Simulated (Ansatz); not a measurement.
Li3ClO (Pm-3m), a sublattice moved along a line

Computed with DFT LDA, scalar-relativistic, plane waves, PAW in Ansatz. Settings: plane waves to 420 eV, k-mesh 6×6×6 (Γ-centred), Gaussian smearing 0.05 eV. No spin polarisation. Energies are free energies at this smearing, counted from the undisturbed cell; pressure is positive in compression.

The undisturbed cell (as given, not relaxed at this level; it stands at -5.5 GPa, and it needn't be the usual structure):

```xyz
5
Lattice="3.9083 0.0000 0.0000 0.0000 3.9083 0.0000 0.0000 0.0000 3.9083" Properties=species:S:1:pos:R:3 pbc="T T T"
Li    0.0000    1.9542    1.9542
Li    1.9542    0.0000    1.9542
Li    1.9542    1.9542    0.0000
Cl    0.0000    0.0000    0.0000
O     1.9542    1.9542    1.9542
```

Every Cl atom is moved by x along the Cartesian unit vector (1.000, 0.000, 0.000); the cell and all other atoms stay fixed.

```
  x (Å)  ΔE (meV/cell) force along x on the moved atoms (eV/Å) pressure (GPa) gap on the mesh (eV)
-0.3000           65.8                                     0.46            -4.8                  4.45
-0.1500           16.0                                     0.22            -5.3                  4.54
 0.0000            0.0                                     0.00            -5.5                  4.57
 0.0375            1.0                                    -0.05            -5.4                  4.57
 0.0750            4.0                                    -0.11            -5.4                  4.57
 0.1125            9.0                                    -0.16            -5.4                  4.56
 0.1875           25.1                                    -0.27            -5.2                  4.53
 0.2250           36.4                                    -0.33            -5.1                  4.51
 0.2625           50.0                                    -0.39            -4.9                  4.48
```

By symmetry 0.3000 repeats -0.3000, -0.2250 repeats 0.2250, 0.1500 repeats -0.1500, -0.0750 repeats 0.0750 in energy, with the opposite slope along the path.